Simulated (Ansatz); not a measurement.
**Two-dimensional strain map in Mo**

The calculation used DFT PBEsol, scalar-relativistic, plane waves, PAW in Ansatz 0.2.0. Cutoff 420 eV, Γ-centred 18×18×18 k-points, Gaussian smearing of 0.15 eV. No spin polarisation. Energies are free energies at this smearing, counted from the undisturbed cell; pressure is positive in compression.

Zero of the scan (as given, not relaxed at this level; it stands at -3.7 GPa; this form isn't the usual structure):

```
Mo
1.0
     2.73551    0.00000    0.00000
    -1.36776    2.36902    0.00000
     0.00000    0.00000    2.55518
Mo
1
Direct
  0.00000 0.00000 0.50000
```

The cell is strained by p along both x and y and by q along z, fractional coordinates fixed. Points are written (p, q).

Energy above the undisturbed cell in meV/atom (a dash: not computed):

```
 p \ q  -0.030  -0.015  0.000  0.015  0.030
-0.030    63.6    50.1   47.8   56.2   73.8
-0.015    13.4     6.1    9.2   22.2   44.3
 0.000    -7.2    -8.6    0.0   17.7   44.0
 0.015    -2.4     2.3   16.3   38.8   69.1
 0.030    23.9    34.9   54.5   81.8  116.4
```

Pressure in GPa:

```csv
p \ q,-0.030,-0.015,0.000,0.015,0.030
-0.030,19.6,15.3,11.4,7.9,4.8
-0.015,10.7,6.8,3.3,0.1,-2.8
0.000,3.0,-0.5,-3.7,-6.6,-9.2
0.015,-3.5,-6.8,-9.7,-12.3,-14.7
0.030,-9.0,-12.1,-14.8,-17.2,-19.3
```